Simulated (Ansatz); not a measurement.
The elements of this relaxed trial crystal are hidden behind letters.

```
lattice vectors (Å)
   3.4303    0.0000    0.0000
   0.0000    3.4303    0.0000
   0.0000    0.0000    7.2465
fractional positions
X 0.5000 0.5000 0.0000
X 0.0000 0.0000 0.2119
X 0.0000 0.0000 0.7881
Z 0.0000 0.5000 0.5000
Z 0.5000 0.0000 0.5000
```

Computed with Ansatz, DFT PBE, scalar-relativistic, plane waves, PAW. Plane waves to 420 eV, a 12×12×6 mesh through Γ for the 5-atom cell and 0.10 eV Gaussian smearing; no spin polarisation.

* Space group: P4/mmm (No. 123)
* Conventional cell: a = 3.430 Å, c = 7.246 Å
* Volume per atom: 17.05 Å³
* Density: 2.78 g/cm³
* Formation energy: +0.18 eV/atom
* Gap on the 12×12×6 mesh of the 5-atom cell: 0 eV (a metal)

Energies are uncorrected and count from the elements' standard states at the same level.

Task: X is a p-block element of period 3 and Z is a p-block element of period 3. Which elements are they?

Result: X = Al, Z = P, so the formula is Al3P2. Density times volume gives a mean mass of 2.78 × 17.05/1.6605 = 28.5 u per atom, and this set has 28.6 u. Among the elements that the hints allow, noble gases aside, only these give it. Al on a site of symmetry 4/mmm is surrounded by 8 Al at 2.87 Å; around Al on a site of symmetry 4mm lie 4 P at 2.70 Å, 4 Al at 2.87 Å, 1 Al at 3.07 Å and 4 Al at 3.43 Å; P has 4 P at 2.43 Å and 4 Al at 2.70 Å.

An odd number of electrons in the primitive cell allows no gap without spin; a larger cell or a magnetic state could open one. The cell is a metal run without spin; a magnetic state may lie lower. A structure relaxed within its symmetry needn't be a true minimum. Another cell of Al3P2 relaxed alike, in R-3m, lies 0.43 eV/atom lower, so this cell isn't the stable form at this level.
